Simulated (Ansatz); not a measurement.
Ba2As in space group I4/mmm (No. 139; Ba on 4c, Ba on 4e, As on 4e), plane-wave PAW LDA (Ansatz code), all energies at zero smearing, with the estimated change up to a 700 eV cutoff added, with one set of potentials and settings (totals compare only within such a set). Cell of 6 atoms (4 Ba, 2 As): -32671.226 eV.

```
element             reference phase  E (eV/atom)
-------  --------------------------  -----------
Ba       Im-3m, 1 atoms in the cell   -5779.5825
As        R-3m, 2 atoms in the cell   -4773.6736
```

Formation energy per atom, worked out: (-32671.226 − 4×(-5779.5825) − 2×(-4773.6736))/6 = -0.925 eV/atom (-89 kJ per mol of atoms), at 0 K, without zero-point energy or fitted corrections.

The workflow started from an entry of the Crystallography Open Database (COD). Whether it is the stable phase at ambient conditions was not checked. Symmetry was held in the LDA relaxation; its stability against distortions is not shown here. The references are the lowest solids computed at this level, not always the standard phases. Scalar-relativistic: spin–orbit coupling is off unless named, which matters more the heavier the elements.

Potentials: the later of the program's two PAW sets.
